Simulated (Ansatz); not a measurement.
CoPtW in space group P3m1 (No. 156; Co on 1a, Pt on 1b, W on 1c), DFT-PBEsol in the program Ansatz with PAW potentials, all energies at zero smearing, with the estimated change up to a 700 eV cutoff added, with one set of potentials and settings (totals compare only within such a set). Cell of 3 atoms (1 Co, 1 Pt, 1 W): -27735.769 eV.

```tsv
element	reference phase	E (eV/atom)
Co	P6_3/mmc, 2 atoms in the cell, spin-polarised	-5093.0002
Pt	Fm-3m, 1 atoms in the cell	-12385.3838
W	Im-3m, 1 atoms in the cell	-10257.5790
```

Formation energy per atom, worked out: (-27735.769 − 1×(-5093.0002) − 1×(-12385.3838) − 1×(-10257.5790))/3 = 0.065 eV/atom (6 kJ per mol of atoms), at 0 K, without zero-point energy or fitted corrections.

The start of the workflow was typed in or built on a structure type; neither database checked (COD, Materials Project) lists it. Whether it is the stable phase at ambient conditions was not checked. The cell was relaxed with PBEsol under the symmetry of its start; its stability against distortions is not shown here. The final state is ferromagnetic, the only order run, not a proven ground state. The references are the lowest solids computed at this level, not always the standard phases. Scalar-relativistic: spin–orbit coupling is off unless named, which matters more the heavier the elements.

Potentials: the earlier of the program's two PAW sets. The files were generated under PBE; for other functionals the program regenerates the frozen cores, and for LDA and PBEsol the local potential too.
